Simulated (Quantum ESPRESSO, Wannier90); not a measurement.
## Wannierisation of CsCl (CsCl type)

Structure: Materials Project mp-22865, symmetrised, not relaxed again. COD (Crystallography Open Database) has the formula in 2 space groups, this one among them (matched by group alone). Computed values, not measurements, from PBEsol: Quantum ESPRESSO (norm-conserving PseudoDojo potentials, cutoff 47 Ry, no spin polarisation, no spin-orbit coupling) on a Γ-centred 8×8×8 mesh, then Wannier90. Density: 8×8×8 mesh, cold smearing 0.01 Ry. Spin-orbit coupling is left out although heavy elements are present.

On the energy scale of pw.x, whose zero is arbitrary, the valence-band maximum lies at 2.82 eV.

Input w.win:

```
num_bands = 1
num_wann = 1
exclude_bands = 1,3-15
num_iter = 800
conv_tol = 1.0e-6
conv_window = 4
write_hr = true
write_u_matrices = true
auto_projections = true
begin unit_cell_cart
ang
    4.1437000000    0.0000000000    0.0000000000
    0.0000000000    4.1437000000    0.0000000000
    0.0000000000    0.0000000000    4.1437000000
end unit_cell_cart
begin atoms_frac
Cs   0.0000000000  0.0000000000  0.0000000000
Cl   0.5000000000  0.5000000000  0.5000000000
end atoms_frac
mp_grid = 8 8 8
begin kpoints
0.0000000000 0.0000000000 0.0000000000
0.0000000000 0.0000000000 0.1250000000
0.0000000000 0.0000000000 0.2500000000
... (509 more lines: the 8x8x8 mesh through Gamma)
end kpoints
```

Input of pw2wannier90.x that gives the overlap and projection files (equivalent; here they were cut from one run over all bands):

```
&inputpp
  outdir = './out'
  prefix = 'pwscf'
  seedname = 'w'
  write_amn = .true.
  write_mmn = .true.
  atom_proj = .true.
  atom_proj_exclude = 1 2 3 4 5 7 8 9
/
```

Output w.wout (banner and timings cut):

```
                                    ------
                                    SYSTEM
                                    ------

                              Lattice Vectors (Ang)
                    a_1     4.143700   0.000000   0.000000
                    a_2     0.000000   4.143700   0.000000
                    a_3     0.000000   0.000000   4.143700

                   Unit Cell Volume:      71.14836  (Ang^3)

                        Reciprocal-Space Vectors (Ang^-1)
                    b_1     1.516322   0.000000   0.000000
                    b_2     0.000000   1.516322   0.000000
                    b_3     0.000000   0.000000   1.516322

 *----------------------------------------------------------------------------*
 |   Site       Fractional Coordinate          Cartesian Coordinate (Ang)     |
 +----------------------------------------------------------------------------+
 | cs   1   0.00000   0.00000   0.00000   |    0.00000   0.00000   0.00000    |
 | cl   1   0.50000   0.50000   0.50000   |    2.07185   2.07185   2.07185    |
 *----------------------------------------------------------------------------*
                                ------------
                                K-POINT GRID
                                ------------

             Grid size =  8 x  8 x  8      Total points =  512

 *---------------------------------- MAIN ------------------------------------*
 |  Number of Wannier Functions               :                 1             |
 |  Number of Objective Wannier Functions     :                 1             |
 |  Number of input Bloch states              :                 1             |
 |  Output verbosity (1=low, 5=high)          :                 1             |
 |  Timing Level (1=low, 5=high)              :                 1             |
 |  Optimisation (0=memory, 3=speed)          :                 3             |
 |  Length Unit                               :               Ang             |
 |  Post-processing setup (write *.nnkp)      :                 F             |
 |  Using Gamma-only branch of algorithms     :                 F             |
 *----------------------------------------------------------------------------*
 *------------------------------- WANNIERISE ---------------------------------*
 |  Total number of iterations                :               800             |
 |  Number of CG steps before reset           :                 5             |
 |  Trial step length for line search         :             2.000             |
 |  Convergence tolerence                     :         0.100E-05             |
 |  Convergence window                        :                 4             |
 |  Iterations between writing output         :                 1             |
 |  Iterations between backing up to disk     :               100             |
 |  Write r^2_nm to file                      :                 F             |
 |  Write xyz WF centres to file              :                 F             |
 |  Write on-site energies <0n|H|0n> to file  :                 F             |
 |  Use guiding centre to control phases      :                 F             |
 |  Use phases for initial projections        :                 F             |
 *----------------------------------------------------------------------------*
 *-------------------------------- PLOTTING ----------------------------------*
 |  Plotting Hamiltonian in WF basis          :                 T             |
 *----------------------------------------------------------------------------*

 *---------------------------------- K-MESH ----------------------------------*
 +----------------------------------------------------------------------------+
 |                    Distance to Nearest-Neighbour Shells                    |
 |                    ------------------------------------                    |
 |          Shell             Distance (Ang^-1)          Multiplicity         |
 |          -----             -----------------          ------------         |
 |             1                   0.189540                      6            |
 |             2                   0.268050                     12            |
 |             3                   0.328293                      8            |
 |             4                   0.379081                      6            |
 |             5                   0.423825                     24            |
 |             6                   0.464277                     24            |
 |             7                   0.536101                     12            |
 |             8                   0.568621                     30            |
       ... (lines left out)
 +----------------------------------------------------------------------------+
 | The b-vectors are chosen automatically                                     |
 | The following shells are used:                       1                     |
 +----------------------------------------------------------------------------+
 |                        Shell   # Nearest-Neighbours                        |
 |                        -----   --------------------                        |
 |                          1               6                                 |
 +----------------------------------------------------------------------------+
 | Completeness relation is fully satisfied [Eq. (B1), PRB 56, 12847 (1997)]  |
 +----------------------------------------------------------------------------+
 |                  b_k Vectors (Ang^-1) and Weights (Ang^2)                  |
 |                  ----------------------------------------                  |
 |            No.         b_k(x)      b_k(y)      b_k(z)        w_b           |
 |            ---        --------------------------------     --------        |
 |             1         0.000000    0.000000    0.189540    13.917680        |
 |             2         0.000000    0.189540    0.000000    13.917680        |
 |             3         0.189540    0.000000    0.000000    13.917680        |
 |             4         0.000000    0.000000   -0.189540    13.917680        |
 |             5         0.000000   -0.189540    0.000000    13.917680        |
 |             6        -0.189540    0.000000    0.000000    13.917680        |
 +----------------------------------------------------------------------------+
 |                           b_k Directions (Ang^-1)                          |
 |                           -----------------------                          |
 |            No.           x           y           z                         |
 |            ---        --------------------------------                     |
 |             1         0.000000    0.000000    0.189540                     |
 |             2         0.000000    0.189540    0.000000                     |
 |             3         0.189540    0.000000    0.000000                     |
 +----------------------------------------------------------------------------+

 Starting a new Wannier90 calculation ...

 Reading overlaps from w.mmn

 Reading projections from w.amn

 *------------------------------- WANNIERISE ---------------------------------*
 +--------------------------------------------------------------------+<-- CONV
 | Iter  Delta Spread     RMS Gradient      Spread (Ang^2)            |<-- CONV
 +--------------------------------------------------------------------+<-- CONV

 ------------------------------------------------------------------------------
 Initial State
  WF centre and spread    1  (  2.071850,  2.071850,  2.071850 )     0.91568884
  Sum of centres and spreads (  2.071850,  2.071850,  2.071850 )     0.91568884

      0     0.916E+00     0.0000000000        0.9156888415  <-- CONV
        O_D=      0.0000000 O_OD=      0.0000000 O_TOT=      0.9156888 <-- SPRD
 ------------------------------------------------------------------------------
      1     0.000E+00     0.0000000014        0.9156888415  <-- CONV
        O_D=      0.0000000 O_OD=      0.0000000 O_TOT=      0.9156888 <-- SPRD
      2     0.000E+00     0.0000000014        0.9156888415  <-- CONV
        O_D=      0.0000000 O_OD=      0.0000000 O_TOT=      0.9156888 <-- SPRD
      3     0.000E+00     0.0000000014        0.9156888415  <-- CONV
        O_D=      0.0000000 O_OD=      0.0000000 O_TOT=      0.9156888 <-- SPRD
      4     0.000E+00     0.0000000014        0.9156888415  <-- CONV
        O_D=      0.0000000 O_OD=      0.0000000 O_TOT=      0.9156888 <-- SPRD
             <<<     Delta < 1.000E-06  over  4 iterations     >>>
             <<< Wannierisation convergence criteria satisfied >>>
 Final State
  WF centre and spread    1  (  2.071850,  2.071850,  2.071850 )     0.91568884
  Sum of centres and spreads (  2.071850,  2.071850,  2.071850 )     0.91568884

         Spreads (Ang^2)       Omega I      =     0.915688842
        ================       Omega D      =     0.000000000
                               Omega OD     =     0.000000000
    Final Spread (Ang^2)       Omega Total  =     0.915688842
```
